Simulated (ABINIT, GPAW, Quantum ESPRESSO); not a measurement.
Mg3ZnC: 3 runs at one level of theory

```xyz
5
Lattice="4.4069 0.0000 0.0000 0.0000 4.4069 0.0000 0.0000 0.0000 4.4069" Properties=species:S:1:pos:R:3 pbc="T T T"
Zn    0.0000    0.0000    0.0000
Mg    2.2035    0.0000    2.2035
Mg    2.2035    2.2035    0.0000
Mg    0.0000    2.2035    2.2035
C     2.2035    2.2035    2.2035
```

The cell comes from a database or a generator and needn't be the stable form of this composition.

Alike in all runs: task single point; functional PBE; k mesh 6 × 6 × 6; occupations fermi-dirac, width 0.05 eV; no spin polarisation; no spin-orbit coupling. Pressure is positive in compression and, in plane waves, holds the error of the finite cutoff.

| program and potentials | plane-wave cutoff (eV) | notes | band gap (eV) | pressure (GPa) |
| --- | --- | --- | --- | --- |
| ABINIT, JTH PAW PBE v2.0 | 599 | 9.2 valence electrons an atom on average | no gap | -0.18 |
| Quantum ESPRESSO, SSSP 1.3 efficiency PBE | 748 | 6 valence electrons an atom on average | no gap | -0.33 |
| GPAW, GPAW PAW data sets (gpaw-data 1.2.1) | 800 | 9.2 valence electrons an atom on average | ? | ? |

Question: Estimate from the other rows what the run with GPAW, GPAW PAW data sets (gpaw-data 1.2.1) gave.

Answer: No band gap; pressure -0.27 GPa. The other rows, which needn't bracket it: pressure -0.33 to -0.18.
